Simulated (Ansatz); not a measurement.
# ZrTl₃B₂ in Ansatz, settings compared

The command:

```bash
ansatz run input.yaml --threads 1 --pin off --max-ram 2560MiB --backend cpu --events-out ev --progress --plain --runs-dir out
```

input.yaml:

```yaml
crystal:
  lattice:
    - [2.942717, 5.096933, 0.0]
    - [-2.942717, 5.096933, 0.0]
    - [0.0, 0.0, 3.691773]
  atoms:
    - { symbol: B, position: [0.3333, 0.3334, 0.0] }
    - { symbol: B, position: [0.6666, 0.6667, 0.0] }
    - { symbol: Tl, position: [0.5, 0.5, 0.5] }
    - { symbol: Tl, position: [0.5, 0.0, 0.5] }
    - { symbol: Tl, position: [0.0, 0.5, 0.5] }
    - { symbol: Zr, position: [0.0, 0.0, 0.0] }
  symmetry: { tolerance: 0.0003 }
kpoints:
  mp_grid: { grid: [4, 4, 5], shift: [0, 0, 0] }
magnetization:
  spin_polarized: false
scf:
  occupations: { method: gaussian, width: 0.0655 }
hamiltonian:
  pseudopotentials: { kind: paw }
  xc: pbe
basis:
  ecutwfc: 420
output:
  forces: true
  stress: true
  eigenvalues: true
relax:
  max_steps: 40
  cell: {}
```

Origin of the cell: a known structure type with other elements, at an estimated volume, so it need not be a known compound.

Output of this run (shortened):

```
SCF iter   1: F=—  HF=-38819.692062 eV  Δρ=5.21e-3  dr2=6.90e-2
SCF iter   2: F=—  HF=-38819.686248 eV  Δρ=2.94e-3  dr2=1.63e-2
SCF iter   3: F=—  HF=-38819.684517 eV  Δρ=4.78e-4  dr2=3.12e-4
SCF iter   4: F=—  HF=-38819.684522 eV  Δρ=9.37e-5  dr2=9.59e-6
SCF iter   5: F=—  HF=-38819.684508 eV  Δρ=1.53e-5  dr2=2.38e-7
SCF iter   6: F=-38819.684508 eV  HF=-38819.684508 eV  Δρ=2.79e-6  dr2=8.45e-9
relax step   1: F+E_penalty+E_count = -38819.684508 eV  Δ(F+E_penalty+E_count) = +0.000e0 eV  max|allowed force component| = 1.850e-17 eV/Å  Δτ_max = 0.0000 Å  P = +8.753 GPa  Ω = 110.745 Å³ […]
relax step   2: F+E_penalty+E_count = -38820.116440 eV  Δ(F+E_penalty+E_count) = -4.319e-1 eV  max|allowed force component| = 7.710e-18 eV/Å  Δτ_max = 0.0000 Å  P = +0.698 GPa  Ω = 122.215 Å³ […]
relax step   3: F+E_penalty+E_count = -38820.193805 eV  Δ(F+E_penalty+E_count) = -7.736e-2 eV  max|allowed force component| = 3.701e-17 eV/Å  Δτ_max = 0.0000 Å  P = +0.052 GPa  Ω = 124.206 Å³ […]
relax step   4: F+E_penalty+E_count = -38820.195113 eV  Δ(F+E_penalty+E_count) = -1.308e-3 eV  max|allowed force component| = 9.252e-17 eV/Å  Δτ_max = 0.0000 Å  P = -0.018 GPa  Ω = 124.185 Å³ […]
relax step   5: F+E_penalty+E_count = -38820.195135 eV  Δ(F+E_penalty+E_count) = -2.238e-5 eV  max|allowed force component| = 5.782e-17 eV/Å  Δτ_max = 0.0000 Å  P = -0.001 GPa  Ω = 124.162 Å³ […]
relax step   6: F+E_penalty+E_count = -38820.204171 eV  Δ(F+E_penalty+E_count) = -9.036e-3 eV  max|allowed force component| = 6.322e-17 eV/Å  Δτ_max = 0.0000 Å  P = +0.025 GPa  Ω = 124.162 Å³  stress off target by 4.85e-2 GPa […]
SCF 6 converged in 6 iterations: F = -38820.204171 eV  dr2 = 5.25e-12
basis re-selected at this cell: Δ(F+E_penalty+E_count) = -9.036e-3 eV, ΔP = +0.025 GPa vs the last step (what re-selecting the basis moved, of the pressure what is left beyond the Pulay corre […]
SCF converged after 6 iterations
Free energy (F): -38820.204171 eV
Harris-Foulkes:  -38820.204171 eV  (|F-HF|=1.46e-11)
Internal energy: -38820.188813 eV  (E = F + TS)
E sigma→0 (E₀):  -38820.196492 eV
Entropy (-TS):   -0.015358 eV (-2.560 meV/atom)
Fermi energy:    11.299472 eV
--- Per-component energies (eV) ---
  E_band       = -54.761067
  E_kinetic    = 1417.833373
  E_local      = -3394.354595  (includes V_loc(G=0)·N_el)
  E_nonlocal   = 1060.181709
  E_hartree    = 1230.713403
  E_xc         = -909.069036
  E_vxc        = -682.946725  (∫ρ·V_xc dr)
  E_paw        = -33611.965802  (= ΣΔE_a)
  E_vpaw       = -916.901662  (= ΣTr[D̂ρ^β])
  E_aug_tail   = 0.000125  (compensation charges beyond the density's cutoff)
  E_ewald      = -4613.527991
  E_smearing   = -0.015358  (= −TS)
  Σ components = -38820.204171   (vs F -38820.204171, Δ=0.00e0)
--- Forces (eV/Å), atoms counted from 1 ---
  atom   1  B      0.000000    -0.000000    -0.000000
  atom   2  B     -0.000000     0.000000     0.000000
  atom   3  Tl     0.000000    -0.000000     0.000000
  atom   4  Tl    -0.000000     0.000000     0.000000
  atom   5  Tl     0.000000     0.000000     0.000000
  atom   6  Zr    -0.000000     0.000000     0.000000
  max |Σ_I F_I| component: 2.78e-17 eV/Å
--- Stress (GPa, compression-positive) ---
        0.048468      -0.000000       0.000000
       -0.000000       0.048468      -0.000000
        0.000000      -0.000000      -0.023186
  P = ⅓ Tr σ = 0.0246 GPa (0.246 kbar)
--- Relaxed structure (5 steps of the walk, 5 accepted, 1 SCFs on fresh bases) ---
  F+E_penalty+E_count = -38820.204171 eV   max|allowed force component| = 6.322e-17 eV/Å   (the final SCF, on the basis selected at the relaxed cell)
  cell:  # Å, volume = 124.1621 Å³
    - [3.162854, 5.478224, 4.275e-18]
    - [-3.162854, 5.478224, 4.275e-18]
    - [0.0, 3.096e-18, 3.582943]
  atoms:
    - { symbol: B, position: [0.333333, 0.333333, 0.0] }
    - { symbol: B, position: [0.666667, 0.666667, 0.0] }
    - { symbol: Tl, position: [0.5, 0.5, 0.500000] }
    - { symbol: Tl, position: [0.5, -1.413e-19, 0.500000] }
    - { symbol: Tl, position: [-1.413e-19, 0.5, 0.500000] }
    - { symbol: Zr, position: [2.313e-17, 6.511e-18, 0.0] }
```

The same input was run again with these changes:

1. `scf.occupations.method` gaussian → cold; `scf.occupations.width` 0.0655 → 0.025; `hamiltonian.hubbard` default → { sites: [{ species: Zr, l: d, u_eff: 4.0 }], double_counting: fll }; `scf.mixing.algorithm` default → broyden; `scf.mixing.beta` default → 0.9
2. `scf.mixing.preconditioner` default → none; `hamiltonian.hubbard` default → { sites: [{ species: Zr, l: d, u_eff: 8.0 }], double_counting: fll }
3. `hamiltonian.hubbard` default → { sites: [{ species: Zr, l: d, u_eff: 4.0 }], double_counting: amf }
4. `scf.occupations.width` 0.0655 → 0.01

| run | end | SCF iterations | volume (Å³/atom) | max force component (eV/Å) | moment (μB) | ΔE(σ→0) (meV/atom) |
| --- | --- | --- | --- | --- | --- | --- |
| base | converged | 36 | 20.69 | 0.000 | – | 0 |
| 1 | converged | 55 | 22.03 | 0.000 | – | – |
| 2 | converged | 85 | 23.87 | 0.000 | – | – |
| 3 | converged | 54 | 21.63 | 0.000 | – | – |
| 4 | converged | 37 | 20.69 | 0.000 | – | 0.38 |

Energies are compared only where functional, datasets, charge and starting cell are the same.

Caveats of the base run: no dispersion correction, so spacings can come out too large where layers or molecules are weakly bound; no moments, though an odd count or open d shells may carry them; no spin-orbit coupling, though heavy elements are present; the k mesh is coarse if the cell is a metal; the relaxation held the start's symmetry, so the end may be a saddle point.

The base run ran for 7.3 s of wall time on 1 CPU thread(s) of a shared host, from the program's own first density.
